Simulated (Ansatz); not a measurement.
Data:

Mg:
```cif
data_Mg4
_chemical_formula_sum 'Mg4'
_space_group_name_H-M_alt 'Fm-3m'
_space_group_IT_number 225
_space_group_name_Hall '-F 4 2 3'
_cell_length_a 4.49308
_cell_length_b 4.49308
_cell_length_c 4.49308
_cell_angle_alpha 90.000
_cell_angle_beta 90.000
_cell_angle_gamma 90.000
loop_
_atom_site_label
_atom_site_type_symbol
_atom_site_symmetry_multiplicity
_atom_site_Wyckoff_symbol
_atom_site_fract_x
_atom_site_fract_y
_atom_site_fract_z
_atom_site_occupancy
Mg1 Mg 4 a 0.00000 0.00000 0.00000 1
```
(The calculation used a cell of 1 atom; values per cell refer to that cell.)

This is the PBEsol-relaxed structure.

Question: All from PBEsol (plane waves, PAW; program Ansatz), unless another level is named. Predict the Young's modulus.

Answer: 38.2 GPa.

Question: Give the elastic constants (relaxed ions, GPa).

Answer: C11 = 45.0, C12 = 32.3, C44 = 24.6.

The first step of the workflow began from a Materials Project structure, measured or hypothetical; the Crystallography Open Database copy checked does not list it. It is not the phase usual at ambient conditions (space group No. 194). The cell was relaxed with PBEsol under the symmetry of its start; its stability against distortions is not shown here. As this level gives no gap, shear constants depend on the k-mesh and smearing (Fermi–Dirac, 0.1 eV here).

Potentials: the later of the program's two PAW sets.
